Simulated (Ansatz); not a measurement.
One crystal and one scan (energy over volume and axial ratio) at two levels, PBEsol (plane waves to 420 eV, PAW, scalar-relativistic; Ansatz, a program for electronic structure) and PBE (plane waves to 420 eV, PAW, scalar-relativistic; Ansatz), each from its own relaxed cell and on its own mesh. The cell shown is that of PBEsol.

IrO2 (rutile)

```xyz
6
Lattice="4.4718 0.0000 0.0000 0.0000 4.4718 0.0000 0.0000 0.0000 3.1536" Properties=species:S:1:pos:R:3 pbc="T T T"
Ir     0.0000     0.0000     0.0000
Ir     2.2359     2.2359     1.5768
O      1.3809     1.3809     0.0000
O      3.6168     0.8550     1.5768
O      0.8550     3.6168     1.5768
O      3.0909     3.0909     0.0000
```

The relaxed cell is deformed in two ways at once: its volume V is scaled, and at that volume it is stretched along z (the c axis of the conventional cell) so that c/a changes. Fractional atomic positions are held.

Energies are smeared free energies. IrO2 is run without spin polarisation and with no Hubbard U. IrO2 was relaxed with its symmetry unable to fall. Spin-orbit coupling is left out, though Ir is heavy. As the atoms are clamped, bonds stretch with the cell, which overstates energies and stresses. With partly filled bands, the response to shear is sensitive to the k mesh, so small differences along c/a are uncertain. Percentages come from the unrounded values.

Results of PBEsol:

| Quantity | Value |
|---|---|
| Lattice constant a (Å) | 4.472 |
| Lattice constant c (Å) | 3.154 |
| Relaxed volume (Å³/atom) | 10.51 |
| Modulus against c/a change at fixed volume, (3/4V)·∂²E/∂(ln c/a)² (fit, atoms clamped) (GPa) | 238 |

Estimate the PBE values.


| quantity | PBE | PBEsol − PBE |
|---|---|---|
| Lattice constant a (Å) | 4.529 | -0.057 (-1.3 %) |
| Lattice constant c (Å) | 3.180 | -0.026 (-0.8 %) |
| Relaxed volume (Å³/atom) | 10.87 | -0.36 (-3.3 %) |
| Modulus against c/a change at fixed volume, (3/4V)·∂²E/∂(ln c/a)² (fit, atoms clamped) (GPa) | 215 | +23 (+11 %) |

PBEsol gives the higher value for: modulus against c/a change at fixed volume. PBEsol gives the lower value for: lattice constant a; lattice constant c; relaxed volume. Neither level is exact: the differences show how much the result hangs on the functional.

(A scan under strain: stresses follow from slopes of the energy per volume, elastic moduli from its curvatures.)
